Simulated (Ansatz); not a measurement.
Below is a relaxed structure of Mo4C3. The cell was found from a structure generator's guess, not taken from experiment.

The calculation used Ansatz 0.2.0, DFT PBE, scalar-relativistic, plane waves, PAW. Cutoff 420 eV, Γ-centred mesh, Gaussian smearing, no spin polarisation.

```yaml
crystal:
  lattice:
    - [-2.16282, 2.16282, 4.27179]
    - [2.16282, -2.16282, 4.27179]
    - [2.16282, 2.16282, -4.27179]
  atoms:
    - { symbol: Mo, position: [0.75742, 0.75742, 0.00000] }
    - { symbol: Mo, position: [0.50000, 0.00000, 0.50000] }
    - { symbol: Mo, position: [0.24258, 0.24258, 0.00000] }
    - { symbol: Mo, position: [0.00000, 0.50000, 0.50000] }
    - { symbol: C, position: [0.75000, 0.25000, 0.50000] }
    - { symbol: C, position: [0.25000, 0.75000, 0.50000] }
    - { symbol: C, position: [0.00000, 0.00000, 0.00000] }
```

Formation energies are uncorrected and refer to the elements' standard structures at the same level.

**Question.** Find its symmetry and describe it.

**Answer.** I4/mmm (No. 139). Conventional cell: a = 4.326 Å, c = 8.544 Å. Mo on a site of symmetry 4mm has 5 C at 2.07–2.16 Å; Mo on a site of symmetry mmm has 4 C at 2.14–2.16 Å; around C on a site of symmetry -4m2 lie 6 Mo at 2.14–2.16 Å; C on a site of symmetry 4/mmm is surrounded by 6 Mo at 2.07–2.16 Å.

**Question.** What is its formation energy per atom?

**Answer.** +0.01 eV/atom. The formation energy is too near zero to say whether this cell lies below the elements.

**Question.** Is it a metal?

**Answer.** Yes, bands cross the Fermi level on the 12×12×12 mesh.

The last run used a 12×12×12 mesh for its 7-atom cell and Gaussian smearing of 0.10 eV. The k mesh leaves some 4 meV/atom of noise in the energy of each metallic cell. The reference form of C is held partly by dispersion forces, which this level lacks. This cell was reached by moving the atoms of another relaxed cell at random and relaxing again, last within the group found; it had no such test of its own.
